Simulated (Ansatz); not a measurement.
**Computed properties of HfSi**

```
CELL_PARAMETERS angstrom
3.68933 0.00000 0.00000
-1.84466 3.19505 0.00000
0.00000 0.00000 6.61483
ATOMIC_POSITIONS crystal
Hf 0.00000 0.00000 0.00000
Hf 0.00000 0.00000 0.50000
Si 0.33333 0.66667 0.25000
Si 0.66667 0.33333 0.75000
```

Atom numbers follow the list: Hf1, Hf2, Si3, Si4.

The conventional cell has a = 3.689 Å, b = 3.689 Å, c = 6.615 Å, α = 90.00°, β = 90.00°, γ = 120.00°. Around Hf (atom 1) lie 6 Si at 2.70 Å. Around Si (atom 3) lie 6 Hf at 2.70 Å.

The cell was built from the NiAs type and relaxed in the same program, and has space group P6_3/mmc; it needn't be a known or the stable phase.

No spin–orbit coupling, which matters for the heavy atoms here.

Methods: DFT, PBEsol, all-electron LAPW, scalar-relativistic (Ansatz 0.2.0); DFT, PBEsol, PAW with Ansatz's default frozen-core files, scalar-relativistic (Ansatz 0.2.0).

For LAPW: a Γ-centred 10×10×6 k mesh, Fermi–Dirac smearing of 0.05 eV, basis error target 1 meV/atom, no spin polarisation. PAW takes a cutoff of 420 eV at this cell (files made with PBE, cores remade for this functional). The Ansatz runs share mesh, smearing and spin set-up. Values come from LAPW unless marked.

```json
{"Band gap": "none: bands cross the Fermi level, a metal", "Density of states at the Fermi level (0.2 eV bin)": "0.80 states/eV per cell", "Löwdin charges (with 0.14 e of the cell spilling out of the atomic basis, so their sizes and signs hang on that basis)": "Hf1 0.41, Si3 -0.34 e", "Bader charges (from the PAW run)": "Hf1 +1.33, Si3 -1.33 e", "Volume per atom": "19.49 Å³", "Pressure at this cell": "-0.2 kbar"}
```
